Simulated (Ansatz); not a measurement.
Cs3Al2F9: checking a database structure before trusting its electric field gradients

The cell is a structure deposited in the COD, taken as it stands.

Space group P6_3/mmc (No. 194); a = 6.2535, c = 14.7193 Å, γ = 120.00°.

```
site  Wyckoff  site symmetry       x       y       z
 Cs1       2d           -6m2  0.3333  0.6667  0.7500
 Cs3       4f            3m.  0.3333  0.6667  0.4267
  Al       4e            3m.  0.0000  0.0000  0.1653
 F11       6h            mm2  0.1405  0.2810  0.2500
 F17      12k            .m.  0.2650  0.1325  0.0958
```

One atom of each set is listed.

The numbers come from a DFT calculation in Ansatz (PBE, plane waves and PAW, scalar-relativistic, 420 eV cutoff, Γ-centred 4×4×2 k-points, Fermi–Dirac smearing 0.02 eV).

Q: Do the atoms and the cell lie near the calculated equilibrium?

A: No. The largest force is 3.8 eV/Å, on atom 7 (Al: 6 F at 1.76–1.97 Å), and the pressure is 1.0 GPa. Such values can come from imprecise or misplaced coordinates, missing atoms or a wrong setting of the space group; the run alone doesn't tell which, and gradients calculated on this entry can't be taken for those of the compound at ambient conditions.
